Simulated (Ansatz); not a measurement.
Q: Each is relaxed and computed with r²SCAN (plane waves, PAW; program Ansatz). Which is the only one with a gap?
A. TiSi2, Fddd (Ti on 8b, Si on 16f)
B. SiC, CsCl type
C. SiO2, P4_2/nmc (Si on 2a, O on 4d)
D. SiRu2, P4/nmm (Ru on 2a, Ru on 2c, Si on 2c)

A: C, SiO2, P4_2/nmc (Si on 2a, O on 4d). SiO2: gap 5.94 eV (indirect); SiC: metal; SiRu2: metal; TiSi2: metal. Constructed cells (a structure type filled with these elements, in neither database checked): SiO2, P4_2/nmc (Si on 2a, O on 4d); SiC, CsCl type; SiRu2, P4/nmm (Ru on 2a, Ru on 2c, Si on 2c). Not the usual ambient phase: SiO2, P4_2/nmc (Si on 2a, O on 4d); SiC, CsCl type. Unstable at this level: SiC, CsCl type. All cells were relaxed under the symmetry of their starts (and spin orders); stability against distortions was not tested throughout. Rows with no word on spin ran without spin polarisation. Scalar-relativistic: spin–orbit coupling is off unless named, which matters more the heavier the elements.

Potentials: the earlier of the program's two PAW sets.
